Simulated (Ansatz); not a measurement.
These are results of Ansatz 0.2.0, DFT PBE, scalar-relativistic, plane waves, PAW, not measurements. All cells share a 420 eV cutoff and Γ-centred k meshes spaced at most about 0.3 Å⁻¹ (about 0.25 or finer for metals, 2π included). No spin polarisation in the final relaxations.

Temperature and zero-point effects are left out.

Compare these two cells of LaF₅, each relaxed at this level.

1.

```
CELL_PARAMETERS angstrom
2.24298 -6.94445 0.00000
2.24298 6.94445 0.00000
0.00000 0.00000 6.47873
ATOMIC_POSITIONS crystal
La 0.50000 0.50000 0.00000
F 0.00000 0.50000 0.50000
F 0.50000 0.00000 0.50000
F 0.50000 0.50000 0.67505
F 0.50000 0.50000 0.32495
F 0.00000 0.00000 0.00000
```

2.

```
CELL_PARAMETERS angstrom
6.40962 0.00000 0.00000
0.00000 6.40962 0.00000
0.00000 0.00000 4.66981
ATOMIC_POSITIONS crystal
La 0.00000 0.00000 0.50000
F 0.65165 0.00000 0.50000
F 0.34835 0.00000 0.50000
F 0.00000 0.65165 0.50000
F 0.00000 0.34835 0.50000
F 0.00000 0.00000 0.00000
```

Task: Which form is favoured at zero pressure, and by what margin per atom?

Result: Cell 2 is lower, by 0.31 eV/atom. Cell 1 has space group Cmmm (No. 65), 33.6 Å³/atom and no gap on its mesh; cell 2 has space group P4/mmm (No. 123), 32.0 Å³/atom and no gap. Counting F atoms around La (those within 1.25 times the shortest such distance or 1.15 times the sum of covalent radii, 1.27 where that leaves under three), cell 1 has La 4 and cell 2 has La 6. Both come from invented guesses. A third cell relaxed alike, in P-6m2, lies 4 meV/atom below the lower of the two.

No dispersion correction is applied, so the spacing and binding between layers, chains or molecules are poorly described (Cmmm), and this can change margins and order among such cells. A magnetic state wasn't ruled out in cells without spin, among them Cmmm. Cells relaxed within their symmetry can be saddle points.
